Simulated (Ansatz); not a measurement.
**PbTe₂ in the CdCl2-type structure**

Level of theory: DFT, PBE, scalar-relativistic, no spin polarisation; plane waves to 420 eV with PAW datasets (Ansatz 0.2.0), Γ-centred 10×10×10 mesh, 0.05 eV Gaussian smearing; PAW files: Ansatz's generated set soft_2.

```yaml
crystal:
  lattice:
    - [2.17328, 1.25474, 6.23781]
    - [-2.17328, 1.25474, 6.23781]
    - [0.00000, -2.50949, 6.23781]
  atoms:
    - { symbol: Pb, position: [0.00000, 0.00000, 0.00000] }
    - { symbol: Te, position: [0.22824, 0.22824, 0.22824] }
    - { symbol: Te, position: [0.77176, 0.77176, 0.77176] }
```

The cell came from substitution into a structure type; no database entry of this phase was matched, which doesn't show that none exists.

The cell above was scaled in volume, and shape and atoms were relaxed at each volume within its symmetry. Energies are counted from the cell above.

```json
{"V (Å³/atom)": "32.149", "ΔE (meV/atom)": "12.04", "P from the stress (GPa)": "2.19"}
{"V (Å³/atom)": "32.659", "ΔE (meV/atom)": "6.20", "P from the stress (GPa)": "1.50"}
{"V (Å³/atom)": "33.339", "ΔE (meV/atom)": "1.54", "P from the stress (GPa)": "0.75"}
{"V (Å³/atom)": "34.020", "ΔE (meV/atom)": "0.00", "P from the stress (GPa)": "0.00"}
{"V (Å³/atom)": "34.700", "ΔE (meV/atom)": "1.40", "P from the stress (GPa)": "-0.67"}
{"V (Å³/atom)": "35.381", "ΔE (meV/atom)": "5.39", "P from the stress (GPa)": "-1.26"}
{"V (Å³/atom)": "36.401", "ΔE (meV/atom)": "15.63", "P from the stress (GPa)": "-1.97"}
{"V (Å³/atom)": "37.422", "ΔE (meV/atom)": "30.27", "P from the stress (GPa)": "-2.60"}
```

Q: Do the energies and the pressures agree? Compare −ΔE/ΔV between neighbouring points (1 meV/Å³ = 0.1602 GPa) with the mean of their pressures.

A: 
```csv
interval (Å³/atom),−ΔE/ΔV (GPa),mean P (GPa)
32.15 to 32.66,1.8,1.8
32.66 to 33.34,1.1,1.1
33.34 to 34.02,0.4,0.4
34.02 to 34.70,-0.3,-0.3
34.70 to 35.38,-0.9,-1.0
35.38 to 36.40,-1.6,-1.6
36.40 to 37.42,-2.3,-2.3
```
They differ by 0.03 GPa at most.

Q: What do the two routes give for V0, B0 and B0′?

A: A third-order Birch–Murnaghan fit of the energies: V0 = 34.02 Å³/atom, B0 = 34 GPa, B0′ = 4.4. A polynomial of P in ln V, with B = −dP/d ln V at P = 0: V0 = 34.02 Å³/atom, B0 = 35 GPa, B0′ = 4.3.

B0·V0 = 33.8 GPa × 34.02 Å³ = 7.19 eV/atom sets the scale: near the minimum ΔE ≈ ½ B0 V0 x², with x = V/V0 − 1, and a pressure of 0.3 GPa squeezes the volume by about 1 %. At the ends of the curve: x = −5.5 % predicts 10.9 meV/atom and the run gives 12.0; x = +10.0 % predicts 36.0 meV/atom and the run gives 30.3. The lopsidedness is anharmonic: atoms resist being pushed together more than being pulled apart.

Scalar-relativistic only: spin–orbit splittings of the heavy atoms' levels are missing. The structure is layered, and this functional has no dispersion term, so the layers' spacing is poorly fixed, often too long, and so is what hangs on it. The run is a metal.
